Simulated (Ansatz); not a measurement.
Ansatz run, Cu2Ni3S2

input.yaml (Ansatz 0.2.0)

```yaml
crystal:
  lattice:
    - [4.94978025, 0.0, 0.0]
    - [2.42384386, 4.31570651, 0.0]
    - [2.42384386, 1.41864691, 4.07587452]
  atoms:
    - { symbol: Cu, position: [0.5, 0.5, 0.5], spin: 1, spin_axis: [0.48969, 0.28661, 0.82345] }
    - { symbol: S, position: [0.215, 0.215, 0.215] }
    - { symbol: S, position: [0.785, 0.785, 0.785] }
    - { symbol: Cu, position: [0.0, 0.0, 0.0], spin: 1, spin_axis: [0.48969, 0.28661, 0.82345] }
    - { symbol: Ni, position: [0.0, 0.5, 0.5], spin: 2, spin_axis: [0.48969, 0.28661, 0.82345] }
    - { symbol: Ni, position: [0.5, 0.0, 0.5], spin: 2, spin_axis: [0.48969, 0.28661, 0.82345] }
    - { symbol: Ni, position: [0.5, 0.5, 0.0], spin: 2, spin_axis: [0.48969, 0.28661, 0.82345] }
  symmetry: { tolerance: 0.0003 }
kpoints:
  mp_grid: { grid: [5, 5, 5], shift: [0, 0, 0] }
magnetization:
  noncollinear: true
  spin_orbit: false
scf:
  occupations: { method: fermi_dirac }
  lower_state_search: "off"
  max_iter: 200
hamiltonian:
  pseudopotentials: { kind: paw }
  xc: pbe
basis:
  ecutwfc: 420
  fft_grid_basis: typed
output:
  forces: true
  stress: true
  eigenvalues: true
  bader: true
  populations: true
  elf: true
  write_potential: true
  volumetric_format: npy
  dos:
    e_range: [-12, 8]
    de: 0.05
    projected: { site_lists: { Cu: [Cu], Ni: [Ni], S: [S] } }
    method: { smearing: { sigma: 0.1, scheme: gaussian } }
checkpoint:
  read: saved_state
```

The run starts from an earlier solution of this cell. The state carries no moments; the state need not be the lowest.

Excerpt of what it printed:

```
Warning: crystal.lattice misses the space group found at crystal.symmetry.tolerance 3.0e-4 in a digit that the deck types, which is why this is a warning: making the lattice exact moves one of its numbers by a whole unit of that number's last typed decimal, or more. The operation that it misses by the most changes a squared length by the fraction 1.88e-6.
Pseudopotentials: kind: paw
Pseudopotential: Cu, paw, valence charge 19, recommended cutoff 420 eV (normal), Cu.paw.azcp
Pseudopotential: S, paw, valence charge 6, recommended cutoff 420 eV (normal), S.paw.azcp
Pseudopotential: Ni, paw, valence charge 18, recommended cutoff 420 eV (normal), Ni.paw.azcp
Functional definition: PBE
  exchange = pbe_x(kappa = kappa, mu = beta*pi^2/3)
  correlation = pbe_c(beta = beta)
Crystal: 7 atoms, lattice volume = 87.068 Å³
Basis set: ecut = 420 eV, 1711 PW (Γ), exchange–correlation on 72×72×72 points (8 copies of the dense FFT grid, shifted against one another)
Bands: 126, of which v1, the nominal top of the filled ones, is band 104 counted from 1 (103 counted from 0)
Symmetry: 12 space group operations + 12 with time reversal
Moments: of one size on atoms that these operations exchange, one fixing the others by the rotation that the starting moments gave each, and all in one plane where the starting moments lie in one or along one axis (crystal.symmetry.detect: false holds none)
k-points: 19 of 125
Initial density: read from a saved state, or passed on in memory by an earlier SCF of this step, an earlier step, the calling program or the single point that the run made first
Starting moments: Σ|m| = 8 μB on 5 of 7 sites; this step starts from the density that it was given
Functional: x = pbe(κ = 0.804, μ = 0.2195), c = pbe(β = 0.0667)
SCF iter   1: F=—  Δρ=1.94e-2  dr2=3.06e-2  dr2_m=1.11e-1  |M|=9.58e-3 ∫|m|=4.81e-2 μB
SCF iter   2: F=—  Δρ=1.36e-2  dr2=1.23e-2  dr2_m=5.48e-2  |M|=8.18e-3 ∫|m|=3.80e-2 μB
SCF iter   3: F=—  Δρ=9.60e-3  dr2=5.34e-3  dr2_m=2.71e-2  |M|=6.93e-3 ∫|m|=2.97e-2 μB
SCF iter   4: F=—  Δρ=6.74e-3  dr2=1.24e-3  dr2_m=1.34e-2  |M|=5.34e-3 ∫|m|=2.31e-2 μB
SCF iter   5: F=—  Δρ=4.74e-3  dr2=1.36e-4  dr2_m=6.62e-3  |M|=4.73e-3 ∫|m|=1.83e-2 μB
SCF iter   6: F=—  Δρ=3.34e-3  dr2=2.87e-4  dr2_m=3.28e-3  |M|=4.27e-3 ∫|m|=1.47e-2 μB
SCF iter   7: F=—  Δρ=2.35e-3  dr2=1.78e-4  dr2_m=1.63e-3  |M|=3.86e-3 ∫|m|=1.20e-2 μB
SCF iter   8: F=—  Δρ=1.66e-3  dr2=2.87e-5  dr2_m=8.09e-4  |M|=3.47e-3 ∫|m|=9.82e-3 μB
SCF iter   9: F=—  Δρ=1.72e-3  dr2=1.82e-3  dr2_m=3.28e-5  |M|=2.38e-3 ∫|m|=5.04e-3 μB  recentre
SCF iter  10: F=—  Δρ=2.80e-4  dr2=4.52e-5  dr2_m=5.50e-6  |M|=2.09e-3 ∫|m|=4.13e-3 μB
SCF iter  11: F=—  Δρ=8.04e-5  dr2=2.38e-6  dr2_m=1.90e-6  |M|=1.86e-3 ∫|m|=3.50e-3 μB
SCF iter  12: F=—  Δρ=8.99e-5  dr2=5.08e-6  dr2_m=6.20e-7  |M|=1.08e-3 ∫|m|=1.83e-3 μB
SCF iter  13: F=—  Δρ=9.33e-5  dr2=5.26e-6  dr2_m=2.42e-7  |M|=6.61e-4 ∫|m|=1.00e-3 μB
SCF iter  14: F=—  Δρ=4.12e-5  dr2=1.04e-6  dr2_m=8.40e-8  |M|=3.85e-4 ∫|m|=5.37e-4 μB
SCF iter  15: F=-32573.3786 eV  Δρ=1.00e-5  dr2=5.50e-8  dr2_m=7.89e-9  |M|=1.19e-4 ∫|m|=1.62e-4 μB
SCF iter  16: F=-32573.3786 eV  Δρ=3.14e-6  dr2=6.52e-9  dr2_m=5.82e-10  |M|=2.96e-5 ∫|m|=3.97e-5 μB
SCF iter  17: F=-32573.3786 eV  Δρ=1.54e-6  dr2=1.19e-9  dr2_m=1.01e-10  |M|=1.02e-5 ∫|m|=1.43e-5 μB
site 0: m = ( 0.0000,  0.0000,  0.0000) μB, |m| = 0.0000 μB  (R = 1.02 Å)
  site 1: m = (+0.0000, +0.0000, +0.0000) μB, |m| = 0.0000 μB  (R = 0.84 Å)
  site 2: m = (+0.0000, +0.0000, +0.0000) μB, |m| = 0.0000 μB  (R = 0.84 Å)
  site 3: m = (+0.0000, +0.0000, +0.0000) μB, |m| = 0.0000 μB  (R = 1.03 Å)
  site 4: m = (+0.0000, +0.0000, +0.0000) μB, |m| = 0.0000 μB  (R = 0.84 Å)
  site 5: m = (+0.0000, +0.0000, +0.0000) μB, |m| = 0.0000 μB  (R = 0.84 Å)
  site 6: m = (+0.0000, +0.0000, +0.0000) μB, |m| = 0.0000 μB  (R = 0.84 Å)
Free energy (F): -32573.3786 eV
Harris-Foulkes:  -32573.3786 eV  (|F-HF|=1.29e-9)
Internal energy: -32573.2295 eV  (E = F + TS)
E sigma→0 (E₀):  -32573.3040 eV
Entropy (-TS):   -0.1491 eV (-21.305 meV/atom)
Fermi energy:    14.6250 eV
--- Forces (eV/Å), atoms counted from 1 ---
  atom   1  Cu     0.0000     0.0000     0.0000
  atom   2  S     -2.4090    -1.4100    -1.0022
  atom   3  S      2.4090     1.4100     1.0022
  atom   4  Cu     0.0000     0.0000     0.0000
  atom   5  Ni     0.0000     0.0000     0.0000
  atom   6  Ni     0.0000     0.0000     0.0000
  atom   7  Ni     0.0000     0.0000     0.0000
--- Stress (GPa, compression-positive) ---
       20.4760       1.1754       0.8355
        1.1754      19.1557       0.4890
        0.8355       0.4890      18.8153
  P = ⅓ Tr σ = 19.4823 GPa (194.823 kbar)
--- Löwdin populations: 7 sites ---
  site symbol       q [e]
     0     Cu     18.6560
     1      S      6.2636
     2      S      6.2636
     3     Cu     18.5908
     4     Ni     17.7027
     5     Ni     17.7027
     6     Ni     17.7027
  spilling = 0.0107 (of n_electrons = 104.0000)
--- Bader charges: 7 sites ---
  site symbol  charge [e]  shift [e]  m_x [muB]  m_y [muB]  m_z [muB]
     0     Cu      0.2699     0.0017     0.0000     0.0000     0.0000
     1      S     -0.4930     0.0075     0.0000     0.0000     0.0000
     2      S     -0.4930     0.0075     0.0000     0.0000     0.0000
     3     Cu      0.3096     0.0024     0.0000     0.0000     0.0000
     4     Ni      0.1355     0.0064     0.0000     0.0000     0.0000
     5     Ni      0.1355     0.0064     0.0000     0.0000     0.0000
     6     Ni      0.1355     0.0064     0.0000     0.0000     0.0000
```

Origin: a known structure type with other elements, at an estimated volume, so it need not be a known compound. Caveats: the k mesh is coarse if the cell is a metal; atoms or cell far from equilibrium.
